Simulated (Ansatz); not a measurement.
Computed with DFT PBE, scalar-relativistic, plane waves, PAW in Ansatz 0.2.0. All cells share a 420 eV cutoff and Γ-centred k meshes spaced at most about 0.3 Å⁻¹ (about 0.25 or finer for metals, 2π included). No spin polarisation in the final relaxations.

Temperature and zero-point effects are left out.

Two forms of SbP5 were relaxed alike.

A.

```cif
data_structure
_symmetry_space_group_name_H-M 'P6/mmm'
_symmetry_Int_Tables_number 191
_cell_length_a 4.8006
_cell_length_b 4.8006
_cell_length_c 5.2601
_cell_angle_alpha 90.000
_cell_angle_beta 90.000
_cell_angle_gamma 120.000
_cell_volume 104.98
loop_
_atom_site_label
_atom_site_type_symbol
_atom_site_symmetry_multiplicity
_atom_site_Wyckoff_symbol
_atom_site_fract_x
_atom_site_fract_y
_atom_site_fract_z
_atom_site_occupancy
Sb1 Sb 1 b 0.00000 0.00000 0.50000 1
P1 P 2 c 0.33333 0.66667 0.00000 1
P2 P 1 a 0.00000 0.00000 0.00000 1
P3 P 2 d 0.33333 0.66667 0.50000 1
```

B.

```cif
data_structure
_symmetry_space_group_name_H-M 'P-62m'
_symmetry_Int_Tables_number 189
_cell_length_a 4.9794
_cell_length_b 4.9794
_cell_length_c 5.4481
_cell_angle_alpha 90.000
_cell_angle_beta 90.000
_cell_angle_gamma 120.000
_cell_volume 116.99
loop_
_atom_site_label
_atom_site_type_symbol
_atom_site_symmetry_multiplicity
_atom_site_Wyckoff_symbol
_atom_site_fract_x
_atom_site_fract_y
_atom_site_fract_z
_atom_site_occupancy
Sb1 Sb 1 a 0.00000 0.00000 0.00000 1
P1 P 3 g 0.74184 0.00000 0.50000 1
P2 P 2 c 0.66667 0.33333 0.00000 1
```

Problem. Which would you expect to be lower, and how large is the difference?

Solution. A is lower, by 174 meV/atom. A has space group P6/mmm (No. 191), 17.5 Å³/atom and no gap on its mesh; B has Sb and P ordered on hcp sites, space group P-62m (No. 189), 19.5 Å³/atom and no gap. Counting P atoms around Sb (those within 1.25 times the shortest such distance or 1.15 times the sum of covalent radii), A has Sb 8 and B has Sb 12. B holds P–P units of three or more atoms (shortest 2.23 Å); in A the shortest P–P distance is 2.63 Å, near bonding range too. The denser one is the lower, and pressure would at first widen the difference. Even the lower one lies +0.52 eV/atom against the reference forms of the elements (uncorrected), so neither is stable at this level. Both come from invented guesses. A third cell relaxed alike, in Cmmm, lies 43 meV/atom below the lower of the two.

Spin–orbit coupling, which can matter for Sb, is left out. Cells relaxed within their symmetry can be saddle points.
